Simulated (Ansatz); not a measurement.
# Ga₂HCl₃: checking a database structure before trusting its electric field gradients

The cell is a COD entry (perhaps calculated rather than measured), taken as it stands.

Space group P2_1/c (No. 14); a = 5.7300, b = 6.7870, c = 14.8478 Å, β = 104.57°.

| site | Wyckoff | site symmetry | x | y | z |
| --- | --- | --- | --- | --- | --- |
| Ga1 | 4e | 1 | 0.9346 | 0.7678 | 0.9183 |
| Ga5 | 4e | 1 | 0.6512 | 0.7314 | 0.6441 |
| H | 4e | 1 | 0.8790 | 0.7970 | 0.9990 |
| Cl13 | 4e | 1 | 0.8054 | 0.4947 | 0.8424 |
| Cl17 | 4e | 1 | 0.3276 | 0.7671 | 0.9309 |
| Cl21 | 4e | 1 | 0.7925 | 0.0022 | 0.8148 |

One atom of each set is listed.

Computed with Ansatz: DFT, PBE, plane waves and PAW, scalar-relativistic, 420 eV cutoff, Γ-centred 5×4×2 k-points, Fermi–Dirac smearing 0.02 eV.

**Question.** Do the atoms and the cell lie near the calculated equilibrium?

**Answer.** No. The largest force is 5.1 eV/Å, on atom 9 (H: 1 Ga at 1.33 Å; also 2 Ga at 2.79–3.27 Å), and the pressure is 4.5 GPa, with principal stresses up to 9 GPa in size. Such values can come from imprecise or misplaced coordinates, missing atoms or a wrong setting of the space group; the run alone doesn't tell which, and gradients calculated on this entry can't be taken for those of the compound at ambient conditions.
